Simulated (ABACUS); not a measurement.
A self-consistent single point of CaO (Fm-3m, 8 atoms in the cell; from Materials Project mp-2605, changed as shown).

```yaml
crystal:
  lattice:
    - [4.71097, 0.00000, 0.00000]
    - [0.00000, 4.71097, 0.00000]
    - [0.00000, 0.00000, 4.71097]
  atoms:
    - { symbol: Ca, position: [0.00000, 0.00000, 0.00000] }
    - { symbol: Ca, position: [0.00000, 0.50000, 0.50000] }
    - { symbol: Ca, position: [0.50000, 0.00000, 0.50000] }
    - { symbol: Ca, position: [0.50000, 0.50000, 0.00000] }
    - { symbol: O, position: [0.50000, 0.00000, 0.00000] }
    - { symbol: O, position: [0.50000, 0.50000, 0.50000] }
    - { symbol: O, position: [0.00000, 0.00000, 0.50000] }
    - { symbol: O, position: [0.00000, 0.50000, 0.00000] }
```

Level of theory: PBE, numerical atomic orbitals TZDP (confined pseudo-atomic orbitals with Gaussian additions; energy shift 0.01 Ry), PseudoDojo 0.5 standard norm-conserving PBE (tails mended) pseudopotentials run with ABACUS.

ABACUS settings:

| key | value |
|---|---|
| basis | TZDP numerical atomic orbitals, energy shift 0.01 Ry |
| KPT | Gamma 8 8 8 0 0 0 |
| basis_type | lcao |
| ecutwfc | 100 Ry |
| smearing_method | fixed |
| potentials | PseudoDojo 0.5 standard norm-conserving PBE (tails mended) |
| symmetry | 1 |
| symmetry_prec | 1e-05 |
| ks_solver | scalapack_gvx |
| scf_nmax | 100 |
| scf_thr | 1.0e-07 |
| mixing_type | broyden |

**Question.** Estimate, at this level of theory: gap on the k-point mesh and pressure.

**Answer.** The run gave:

```
Item                        Value
-----------------------  --------
Gap on the k-point mesh   3.58 eV
Pressure                 8.99 GPa
```

Gaps are taken between levels on the mesh.

For comparison: a first run was changed to give this one (lattice scaled by 0.98), and from it to this one the free energy goes up by 25.8 meV/atom, the pressure goes from 1.30 to 8.99 GPa and the gap on the mesh goes from 3.608 to 3.585 eV.

The atom-centred basis is finite, which shifts total energies, pressures and gaps against plane waves. The structure comes from a collection of computed structures, made at another level of theory; the collection holds predicted forms beside known ones.

Cost on one core: about 40 core-seconds (a rough figure).

The atomic orbitals were generated for these runs; they are not ABACUS's published sets and were checked against plane waves on a few crystals only.

“Tails mended”: in these copies of the files the far tail of each local potential was reset to the Coulomb form.
